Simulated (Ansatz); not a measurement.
# Na₅NiSO₂ single point

input.yaml (Ansatz 0.2.0)

```yaml
crystal:
  lattice:
    - [4.610253, 0.0, 0.0]
    - [0.0, 4.610253, 0.0]
    - [0.0, 0.0, 8.191791]
  atoms:
    - { symbol: O, position: [0.0, 0.0, 0.2191] }
    - { symbol: O, position: [0.0, 0.0, 0.7809] }
    - { symbol: Na, position: [0.0, 0.5, 0.2575] }
    - { symbol: Na, position: [0.5, 0.0, 0.2575] }
    - { symbol: Na, position: [0.0, 0.5, 0.7425] }
    - { symbol: Na, position: [0.5, 0.0, 0.7425] }
    - { symbol: S, position: [0.5, 0.5, 0.5] }
    - { symbol: Na, position: [0.0, 0.0, 0.5] }
    - { symbol: Ni, position: [0.0, 0.0, 0.0] }
  symmetry: { tolerance: 0.0003 }
kpoints:
  mp_grid: { grid: [7, 7, 4], shift: [0, 0, 0] }
  band_path:
    path:
      - [0.0, 0.0, 0.0]
      - [0.0, 0.5, 0.0]
      - [0.5, 0.5, 0.0]
      - [0.0, 0.0, 0.0]
      - [0.0, 0.0, 0.5]
      - [0.0, 0.5, 0.5]
      - [0.5, 0.5, 0.5]
      - [0.0, 0.0, 0.5]
      - [0.0, 0.5, 0.0]
      - [0.0, 0.5, 0.5]
      - [0.5, 0.5, 0.0]
    npoints: 6
magnetization:
  spin_polarized: false
scf:
  occupations: { method: gaussian, width: 0.0327 }
  lower_state_search: "off"
  max_iter: 200
hamiltonian:
  pseudopotentials: { kind: paw }
  xc: r2scan
basis:
  ecutwfc: 500
  fft_grid_basis: typed
output:
  forces: true
  stress: true
  eigenvalues: true
  populations: true
  elf: true
  write_potential: true
  volumetric_format: npy
  dos:
    e_range: [-12, 8]
    de: 0.05
    projected: { site_lists: { Na: [Na], Ni: [Ni], O: [O], S: [S] } }
checkpoint:
  read: saved_state
```

The run starts from an earlier solution of this cell. 

Output (shortened):

```
Pseudopotentials: kind: paw
Pseudopotential: O, paw, valence charge 6, recommended cutoff 500 eV (meta_gga), O.paw.azcp
Pseudopotential: Na, paw, valence charge 9, recommended cutoff 500 eV (meta_gga), Na.paw.azcp
Pseudopotential: S, paw, valence charge 6, recommended cutoff 500 eV (meta_gga), S.paw.azcp
Pseudopotential: Ni, paw, valence charge 18, recommended cutoff 500 eV (meta_gga), Ni.paw.azcp
Functional definition: r2SCAN
  exchange = r2scan_x(k0 = k0, k1 = k1, a1 = a1)
  correlation = r2scan_c
Crystal: 9 atoms, lattice volume = 174.112 Å³
Basis set: ecut = 500 eV, 4433 PW (Γ), exchange–correlation on 144×144×240 points (64 copies of the dense FFT grid, shifted against one another)
Bands: 50, of which v1, the nominal top of the filled ones, is band 41 counted from 1 (40 counted from 0)
Symmetry: 16 space group operations
Space group: P4/mmm (ITA 123), of the structure as read, at distance tolerance 1.7e-3 Å
k-points: 30 of 196
Initial density: read from a saved state, or passed on in memory by an earlier SCF of this step, an earlier step, the calling program or the single point that the run made first
Functional: x = r2scan, c = r2scan; τ floored in thin density (d = 2e-4 eV/Å³)
Free energy (F): -15336.6309 eV
Harris-Foulkes:  -15336.6309 eV  (|F-HF|=1.78e-8)
Internal energy: -15336.6108 eV  (E = F + TS)
E sigma→0 (E₀):  -15336.6209 eV
Entropy (-TS):   -0.0202 eV (-2.243 meV/atom)
Fermi energy:    3.9037 eV
--- Forces (eV/Å), atoms counted from 1 ---
  atom   1  O      0.0000     0.0000    -0.5948
  atom   2  O      0.0000     0.0000     0.5948
  atom   3  Na     0.0000     0.0000    -0.0916
  atom   4  Na     0.0000     0.0000    -0.0916
  atom   5  Na     0.0000     0.0000     0.0916
  atom   6  Na     0.0000     0.0000     0.0916
  atom   7  S      0.0000     0.0000     0.0000
  atom   8  Na     0.0000     0.0000     0.0000
  atom   9  Ni     0.0000     0.0000     0.0000
--- Stress (GPa, compression-positive) ---
       -1.6718       0.0000       0.0000
        0.0000      -1.6718       0.0000
        0.0000       0.0000      -4.5454
  P = ⅓ Tr σ = -2.6297 GPa (-26.297 kbar)
```

Origin: a database entry at a rescaled volume. Caveats: no spin polarisation, so a magnetic state may lie lower.
